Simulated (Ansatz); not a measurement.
## Ta$_{4}$N$_{3}$: energy along a strain

Ta$_{4}$N$_{3}$, I4/mmm, a = 4.357 Å, c = 8.545 Å. The structure is a Materials Project entry; whether it is the stable form wasn't checked. Ansatz: PBEsol, PAW, 420 eV, Γ-centred 12×12×12 mesh on 7 atoms, Gaussian smearing 0.15 eV; no spin polarisation. Cell vectors (Å): -2.179 2.179 4.273; 2.179 -2.179 4.273; 2.179 2.179 -4.273. The cell is strained by x per cent times the pattern (0 0 0 1 0 0) in the order xx yy zz yz xz xy (engineering shears), with fractional coordinates held. y is the free energy over the start, V0 = 11.588 Å³/atom. Symmetry makes y even in x.

| x (%) | y (meV/atom) |
| --- | --- |
| -6.00 | ? |
| -3.00 | 3.65 |
| 0.00 | 0.00 |
| 1.50 | 0.92 |
| 3.75 | 5.70 |
| 4.50 | 8.20 |
| 5.25 | 11.17 |

Task: Fit y = c2 x² + c4 x⁴ to the other rows, get the stiffness along the pattern, and predict the missing energy.

Result: Least squares on the rows shown. y = 0.4054 x² − 9.812×10⁻⁶ x⁴. The clamped-ion stiffness p·C·p = 2 × 4.054 eV × 160.2 / 11.588 Å³ = 112 GPa, which is C44 in these axes. At x = -6.00 the fit asked for gives 14.58 meV/atom. The run gave 14.60 meV/atom, so the fit is 0.02 meV/atom too low, a small miss on the scale of the series.

The cell has an odd number of electrons and ran without spin polarisation, so a magnetic or disproportionated state may lie lower. Spin–orbit coupling is left out, which can shift energies with elements as heavy as these.

Cost: 7 runs of about 17 core-minutes in all, on Intel Xeon Processor @ 2.50GHz (Skylake/Cascade Lake) (shared hosts).